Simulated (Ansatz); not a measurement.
Clean, relaxed (111) surface of TiN, space group Fm-3m (No. 225) (top face towards +c; atoms held fixed, by place in the list: 1, 2, 3, 4):

```yaml
crystal:
  lattice:
    - [2.97263, 0.00000, 0.00000]
    - [-1.48632, 2.57437, 0.00000]
    - [0.00000, 0.00000, 25.49500]
  atoms:
    - { symbol: N, position: [0.33333, 0.66667, 0.33340] }
    - { symbol: Ti, position: [0.66667, 0.33333, 0.38100] }
    - { symbol: N, position: [0.00000, 0.00000, 0.42860] }
    - { symbol: Ti, position: [0.33333, 0.66667, 0.47620] }
    - { symbol: N, position: [0.66667, 0.33333, 0.52349] }
    - { symbol: Ti, position: [0.00000, 0.00000, 0.57179] }
    - { symbol: N, position: [0.33333, 0.66667, 0.62049] }
    - { symbol: Ti, position: [0.66667, 0.33333, 0.66202] }
```

Level of theory: DFT PBEsol, scalar-relativistic, plane waves, PAW (Ansatz). Settings: cutoff 420 eV, Γ-centred mesh 12×12×1 on the computed 8-atom cell, Gaussian smearing of 0.10 eV; no spin polarisation. The cell repeats along c with a dipole correction in the vacuum.

H (atom) is adsorbed on the top face, one adsorbate per 7.7 Å², and relaxed from 3 starting sites (fractions of a and b). The adsorption energy is E(slab + adsorbate) − E(slab) − E(free adsorbate, spin-polarised where open-shell). Heights count from the highest slab atom after relaxation. Δφ is the top face's. Δp counts per cell along +c. Bonded neighbours lie within 1.25 times the sum of covalent radii (1.35 for H) and, on that scale, within 12 % of the closest. With the adsorbate the cell is lengthened along c to keep the vacuum.

```tsv
start	ends at	E_ads (eV)	height (Å)	shortest contact	Δφ (eV)	Δp (e·Å)
top (Ti) at (0.67, 0.33)	(0.67, 0.33), 1 bonded neighbour (Ti)	-1.99	1.73	H–Ti 1.73 Å	+2.30	-0.097
hollow (Ti-Ti-Ti) at (0.00, 0.00)	(0.00, 0.00), 3 bonded neighbours (Ti)	-3.68	0.99	H–Ti 1.98 Å	-0.35	+0.017
bridge (Ti-Ti) at (0.17, 0.83)	(0.00, 0.00), 3 bonded neighbours (Ti)	-3.68	0.99	H–Ti 1.98 Å	-0.35	+0.017
```

Among the sites tried, the lowest end comes from the bridge (Ti-Ti) at (0.17, 0.83) start; the hollow (Ti-Ti-Ti) at (0.00, 0.00) start ended within 0.02 eV of it, though not always at the same place; other sites may lie lower.

Each end is the local minimum or symmetric point that its start leads to. This ideal cut is polar: the work functions of its two faces differ by 3.4 eV. Real polar faces reconstruct or get covered, and then bind electron donors or acceptors far more weakly.

Spin polarisation was left out, and a magnetic state may lie lower.